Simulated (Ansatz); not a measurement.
SnC (wurtzite, space group No. 186), DFT-PBE in the program Ansatz with PAW potentials, all energies at zero smearing, with the estimated change up to a 700 eV cutoff added, with one set of potentials and settings (totals compare only within such a set). Cell of 4 atoms (2 Sn, 2 C): -12547.195 eV.

```csv
element,reference phase,E (eV/atom)
Sn,"Fd-3m, 2 atoms in the cell",-6024.2887
C,"P6_3/mmc, 4 atoms in the cell",-250.9463
```

Formation energy per atom, worked out: (-12547.195 − 2×(-6024.2887) − 2×(-250.9463))/4 = 0.819 eV/atom (79 kJ per mol of atoms), at 0 K, without zero-point energy or fitted corrections.

Space group P6_3mc (wurtzite). The start of the workflow was typed in or built on a structure type; neither database checked (COD, Materials Project) lists it. Whether it is the stable phase at ambient conditions was not checked. Symmetry was held in the PBE relaxation; its stability against distortions is not shown here. Its formation energy is positive at this level, so the cell may be metastable or incomplete. The references are the lowest solids computed at this level, not always the standard phases. Scalar-relativistic: spin–orbit coupling is off unless named, which matters more the heavier the elements.

Potentials: the earlier of the program's two PAW sets.
